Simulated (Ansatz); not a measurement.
Cr:
```yaml
crystal:
  lattice:
    - [2.94549, 0.00000, 0.00000]
    - [0.00000, 2.94549, 0.00000]
    - [0.00000, 0.00000, 2.94549]
  atoms:
    - { symbol: Cr, position: [0.00000, 0.00000, 0.00000], spin: 2.7 }
    - { symbol: Cr, position: [0.50000, 0.50000, 0.50000], spin: -2.7 }
```

Relaxed with r²SCAN+D4. Special points in fractions of this cell's reciprocal vectors: Γ (0.000, 0.000, 0.000); X (0.000, 0.500, 0.000); M (0.500, 0.500, 0.000); R (0.500, 0.500, 0.500).

Question: List the band energies nearest the Fermi level at these points for DFT-r²SCAN+D4 in the program Ansatz with PAW potentials.

Answer: In eV from the Fermi level; about four levels below and three above (degenerate sets whole), none deeper than 8.9 eV; points with the same levels are listed once.

```
k                                  below                     above
---  -----------------------------------  ------------------------
Γ ↑        -4.18 -4.18 -1.53 -1.53 -1.53  1.60 1.60 3.14 3.14 3.14
X ↑              -1.90 -1.90 -1.01 -0.27            1.18 1.18 1.31
M ↑              -4.71 -4.37 -2.74 -2.74            0.31 0.35 0.35
R ↑  -3.42 -3.42 -3.42 -1.43 -1.43 -1.43       0.36 0.36 3.11 3.11
```

Space group Im-3m (bcc (W type)). The r²SCAN+D4 relaxation kept the symmetry of its start, as lowered by the spin order. The final state is antiferromagnetic, chosen from 3 collinear starts compared on coarse meshes (ties went to the first, and starts can fall back to one state), not a proven ground state. Textbook magnetic order: a spin-density-wave antiferromagnet. Other orbital occupations within this spin state were not tried. The pairwise dispersion correction was not fitted to metals. Point labels and valley counts follow the cell and symmetry of the run, lower than the named group.

Potentials: the later of the program's two PAW sets.
